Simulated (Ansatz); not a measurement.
## Eigenvalues along a path: Ir (sc type)

```
Ir
1.0
     2.45755    0.00000    0.00000
     0.00000    2.45755    0.00000
     0.00000    0.00000    2.45755
Ir
1
Direct
  0.00000 0.00000 0.00000
```

The cell comes from a relaxation on PAW files under the same functional, begun from a prototype that needn't be the stable phase.

Computed with Ansatz 0.2.0; functional LDA, scalar-relativistic. Settings: a Γ-centred 15×15×15 k mesh, Fermi–Dirac smearing of 0.1 eV, no spin polarisation. Methods: LAPW: all electrons, basis error target 1 meV/atom.

This run: volume at 0.92 of the series' base cell.

Spin–orbit coupling is left out, which matters for the heavy atoms. The structure type is held throughout; the real material can change phase at far lower pressure.

Path points, in fractions of the reciprocal vectors: Γ (0.000, 0.000, 0.000), X (0.000, 0.500, 0.000), M (0.500, 0.500, 0.000), R (0.500, 0.500, 0.500). The distance column jumps between branches of the path. Levels in eV from the Fermi level; bands 20 to 26, counted from the lowest band of the run. The gap is zero, the pressure 29.7 GPa.

```
# k(1/Å) point b20 b21 b22 b23 b24 b25 b26
0.000 Γ -10.36 -7.19 -7.19 1.64 1.64 1.64 16.09
0.160 - -10.22 -7.16 -7.04 1.46 1.46 1.65 15.28
0.320 - -9.84 -7.07 -6.60 0.99 0.99 1.69 13.57
0.479 - -9.30 -6.94 -5.84 0.35 0.35 1.75 11.71
0.639 - -8.70 -6.77 -4.79 -0.33 -0.33 1.81 10.01
0.799 - -8.12 -6.60 -3.58 -0.94 -0.94 1.88 8.63
0.959 - -7.61 -6.45 -2.45 -1.41 -1.41 1.94 7.68
1.119 - -7.26 -6.35 -1.72 -1.72 -1.65 1.98 7.20
1.278 X -7.13 -6.31 -1.82 -1.82 -1.37 1.99 7.08
1.438 - -6.98 -6.18 -2.80 -1.80 -0.41 1.84 7.08
1.598 - -6.68 -5.64 -3.95 -1.73 0.68 1.43 7.08
1.758 - -6.42 -5.03 -4.56 -1.62 0.86 1.69 7.06
1.918 - -6.17 -5.98 -3.04 -1.50 0.24 2.61 6.99
2.077 - -6.77 -5.94 -1.37 -1.22 -0.33 3.42 6.82
2.237 - -7.35 -5.74 -1.26 -0.77 0.77 4.09 6.43
2.397 - -7.71 -5.60 -1.18 -1.06 2.72 4.54 5.70
2.557 M -7.83 -5.55 -1.16 -1.16 4.17 4.71 4.71
2.783 - -7.59 -5.65 -1.11 -1.07 2.24 3.65 6.55
3.009 - -6.95 -5.91 -0.94 -0.80 0.09 1.44 8.48
3.235 - -6.67 -5.77 -1.92 -0.75 -0.65 -0.39 10.25
3.461 - -7.30 -5.42 -3.70 -1.79 -0.21 0.12 11.91
3.687 - -8.26 -6.05 -5.18 -1.01 0.35 0.66 13.45
3.913 - -9.31 -6.70 -6.28 0.29 0.95 1.16 14.19
4.139 - -10.08 -7.07 -6.96 1.28 1.44 1.51 15.34
4.365 Γ -10.36 -7.19 -7.19 1.64 1.64 1.64 16.09
4.641 - -9.94 -6.93 -6.93 1.23 1.33 1.33 15.40
4.918 - -8.75 -6.16 -6.16 0.23 0.44 0.44 14.62
5.195 - -7.08 -4.95 -4.95 -0.87 -0.87 -0.70 14.39
5.472 - -5.89 -3.67 -3.67 -2.01 -2.01 -0.30 14.20
5.748 - -5.85 -4.26 -4.26 -0.86 -0.86 2.23 13.04
6.025 - -6.13 -5.34 -5.34 1.29 1.29 5.91 10.96
6.302 - -6.29 -6.07 -6.07 3.38 3.38 9.08 9.90
6.579 R -6.33 -6.33 -6.33 4.41 4.41 8.51 11.91
6.805 - -6.34 -6.20 -6.08 3.40 3.99 8.93 11.01
7.031 - -6.34 -5.82 -5.36 1.37 2.69 9.50 9.59
7.257 - -6.22 -5.21 -4.32 -0.74 0.76 8.22 8.42
7.483 - -5.89 -4.43 -3.52 -2.63 -0.84 6.27 7.77
7.709 - -5.28 -4.46 -4.19 -3.55 -0.39 4.19 7.37
7.935 - -5.85 -5.36 -4.36 -2.70 0.80 2.13 7.16
8.161 - -6.80 -6.07 -3.13 -2.06 0.18 1.68 7.09
8.387 X -7.13 -6.31 -1.82 -1.82 -1.37 1.99 7.08
10.194 R -6.33 -6.33 -6.33 4.41 4.41 8.51 11.91
10.354 - -6.40 -6.20 -6.20 3.69 4.41 8.73 11.69
10.514 - -6.59 -5.83 -5.83 2.01 4.38 9.35 11.05
10.674 - -6.85 -5.23 -5.23 0.07 4.34 10.08 10.08
10.834 - -7.15 -4.42 -4.42 -1.79 4.29 8.88 8.88
10.993 - -7.42 -3.46 -3.46 -3.36 4.24 7.56 7.56
11.153 - -7.64 -4.56 -2.44 -2.44 4.20 6.24 6.24
11.313 - -7.78 -5.30 -1.54 -1.54 4.18 5.16 5.16
11.473 M -7.83 -5.55 -1.16 -1.16 4.17 4.71 4.71
```
